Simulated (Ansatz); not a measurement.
Below is a relaxed structure of MgBe₂S₄. The cell was found from a structure generator's guess, not taken from experiment.

Computed with DFT PBE+D3(BJ), scalar-relativistic, plane waves, PAW (Ansatz 0.2.0). Cutoff 420 eV, Γ-centred mesh, Gaussian smearing, no spin polarisation.

```yaml
crystal:
  lattice:
    - [3.38473, 0.00000, 0.00000]
    - [-1.69236, 2.93126, 0.00000]
    - [0.00000, 0.00000, 10.98575]
  atoms:
    - { symbol: Mg, position: [0.00000, 0.00000, 0.00000] }
    - { symbol: Be, position: [0.00000, 0.00000, 0.67550] }
    - { symbol: Be, position: [0.00000, 0.00000, 0.32450] }
    - { symbol: S, position: [0.66667, 0.33333, 0.85381] }
    - { symbol: S, position: [0.33333, 0.66667, 0.61762] }
    - { symbol: S, position: [0.66667, 0.33333, 0.38238] }
    - { symbol: S, position: [0.33333, 0.66667, 0.14619] }
```

Formation energies are uncorrected and refer to the elements' standard structures at the same level.

(1) Find its symmetry and describe it.

(2) What is its formation energy per atom?

(3) Is it a metal?

Answers

(1) P-3m1 (No. 164). Conventional cell: a = 3.385 Å, c = 10.986 Å. Mg has 6 S at 2.53 Å; around Be lie 3 S at 2.06 Å and 3 S at 2.77 Å; S on its first site has 3 Mg at 2.53 Å and 3 Be at 2.77 Å; S on its second site is surrounded by 3 Be at 2.06 Å.

(2) −0.56 eV/atom. It lies below the elements, which doesn't yet make it stable against other compounds or structures.

(3) Yes, bands cross the Fermi level on the 12×12×4 mesh.

The last run used a 12×12×4 mesh (in the run's order of axes) for its 7-atom cell and Gaussian smearing of 0.10 eV. A structure relaxed within its symmetry needn't be a true minimum.
